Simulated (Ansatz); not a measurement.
TiSi (CsCl type, space group No. 221) under volume change, LDA in the plane-wave PAW code Ansatz, scaled uniformly.

```json
[
 {"V (Å³/atom)": "12.934", "E − E(relaxed) (meV/atom)": "61.2", "P (GPa)": "16.20"},
 {"V (Å³/atom)": "13.360", "E − E(relaxed) (meV/atom)": "25.9", "P (GPa)": "10.26"},
 {"V (Å³/atom)": "13.787", "E − E(relaxed) (meV/atom)": "6.1", "P (GPa)": "4.74"},
 {"V (Å³/atom)": "14.213", "E − E(relaxed) (meV/atom)": "0.0", "P (GPa)": "0.00"},
 {"V (Å³/atom)": "14.639", "E − E(relaxed) (meV/atom)": "5.5", "P (GPa)": "-4.04"},
 {"V (Å³/atom)": "15.066", "E − E(relaxed) (meV/atom)": "20.9", "P (GPa)": "-7.40"},
 {"V (Å³/atom)": "15.492", "E − E(relaxed) (meV/atom)": "44.5", "P (GPa)": "-10.31"}
]
```

Problem. What does a third-order Birch–Murnaghan fit give for V₀, B₀ and B′?

Solution. V₀ = 14.22 Å³/atom, B₀ = 143 GPa, B′ = 3.9.

Space group Pm-3m (CsCl type). A made-up cell: these elements were put on the sites of a structure type; neither database checked (COD, Materials Project) lists it. COD files the formula under space group No. 25, so this cell is another polymorph or a model. Whether it is the stable phase at ambient conditions was not checked. The LDA relaxation kept the symmetry of its start. At this level the phase is dynamically unstable (imaginary phonons). The run is not spin-polarised.

Potentials: the later of the program's two PAW sets.
